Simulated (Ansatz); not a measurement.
Relaxed Pd (fcc, Cu type):

```xyz
2
Lattice="0.0000 3.9426 3.9426 1.9713 1.9713 3.9426 1.9713 1.9713 0.0000" Properties=species:S:1:pos:R:3 pbc="T T T"
Pd     0.0000     0.0000     0.0000
Pd     1.9713     3.9426     1.9713
```

A phonon eigenvector at X = (0.5, 0.5, 0.0) is frozen into this cell: atom i moves by Q times the vector below, so Q is the largest atomic displacement, in Å. The cell is held. It is one choice among 2 degenerate patterns. (q is in reciprocal vectors of the primitive cell; the cell shown is doubled to hold the pattern.)

| atom | x | y | z |
|---|---|---|---|
| Pd1 | 0.000 | 1.000 | 0.000 |
| Pd2 | 0.000 | -1.000 | 0.000 |

Level of theory: PBE (plane waves to 420 eV, PAW, scalar-relativistic; Ansatz, a quantum-chemistry and plane-wave program). k mesh 20×20×20 (Γ-centred), Fermi-Dirac smearing 0.05 eV. E stands for the smeared free energy. With partly filled bands, energies and forces of such displacements shift with the k mesh and the smearing. Pd is run without spin polarisation. Pd was relaxed with its symmetry unable to fall. The PAW data are Ansatz's earlier set. The zero of ΔE is the undisplaced structure. The last digit holds for this mesh only.

```tsv
Q (Å)	ΔE (meV/cell)
-0.180	273.6
-0.150	189.6
-0.120	withheld
-0.090	68.2
-0.060	30.3
-0.030	7.6
0.000	0.0
0.030	7.6
0.060	30.3
0.090	68.2
0.120	withheld
0.150	189.6
0.180	273.6
```

Question: Fit an even polynomial form (powers 2, 4) to the given rows and predict ΔE at Q = -0.120.

Answer: Least squares on the 11 given rows: ΔE = (8401)·Q² + (1313)·Q⁴, in meV/cell with Q in Å; root-mean-square residual 0.05 meV/cell. At -0.120 the fit gives 121.2 meV/cell; the calculation gives 121.3 meV/cell, so the interpolation is off by -0.1 (-0.1 %). The quadratic term alone would give 121.0 meV/cell.

(A displaced cell: forces are minus the slopes of the energy, force constants its curvatures, and phonons follow from these.)
